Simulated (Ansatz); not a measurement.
A geometry of La2O3 away from equilibrium: the start of the relaxation of a relaxed La2O3 cell, doubled along one cell vector, shaken by Gaussian noise of σ = 0.08 Å a coordinate. Method: r2SCAN (plane waves to 500 eV, PAW, scalar-relativistic; Ansatz, a quantum-chemistry and plane-wave program). Γ-centred k-mesh 4×7×7 on the run's cell (coarser than for final values), Fermi–Dirac smearing 0.05 eV.

```xyz
10
Lattice="3.8018 2.1950 15.5486 -1.9009 1.0975 7.7743 0.0000 -2.1950 7.7743" Properties=species:S:1:pos:R:3 pbc="T T T"
La    -0.0052    -0.1398     9.2847
La     1.9390     1.1246    17.1004
La    -0.1444    -0.0617    13.9626
La     1.8814     1.1850    21.6058
O      0.1031    -0.0655    -0.1145
O      1.9861     1.0010     7.7566
O      0.0032     0.0419     5.4706
O      1.9099     1.1857    13.2975
O     -0.0578    -0.0290    17.7271
O      1.9031     1.0550    25.5691
```

Task: What forces act on the atoms (eV/Å)?

Result: 
```json
[
 {"atom": "La1", "Fx": "0.87", "Fy": "1.42", "Fz": "-0.09"},
 {"atom": "La2", "Fx": "-1.42", "Fy": "-1.20", "Fz": "-0.84"},
 {"atom": "La3", "Fx": "2.14", "Fy": "1.46", "Fz": "0.44"},
 {"atom": "La4", "Fx": "-1.24", "Fy": "-0.97", "Fz": "0.48"},
 {"atom": "O5", "Fx": "-0.35", "Fy": "0.18", "Fz": "0.41"},
 {"atom": "O6", "Fx": "-0.20", "Fy": "0.17", "Fz": "0.14"},
 {"atom": "O7", "Fx": "-0.03", "Fy": "-0.34", "Fz": "-0.75"},
 {"atom": "O8", "Fx": "-0.43", "Fy": "-0.44", "Fz": "-0.41"},
 {"atom": "O9", "Fx": "0.72", "Fy": "-0.41", "Fz": "0.19"},
 {"atom": "O10", "Fx": "-0.05", "Fy": "0.14", "Fz": "0.44"}
]
```

Task: What is the pressure?

Result: +2.0 GPa, compression positive.

Task: How much energy per atom can still be gained by relaxing?

Result: 0.28 eV/atom; the path ends in P-3m1 (No. 164).

No spin polarisation in the result.

Of the parent cell (R-3m (No. 166)): it is a generated cell of La2O3: the first start was made by placing the elements on the sites of a structure type, and the end was not matched to a known phase here, so it may be hypothetical. Known forms of La2O3 include space group No. 164.

The first start was generated by placing the elements on the sites of a structure type. Materials Project lists a structure of La2O3 in the same space group, P-3m1 (No. 164); the sites were not compared with it, nor with measured phases.
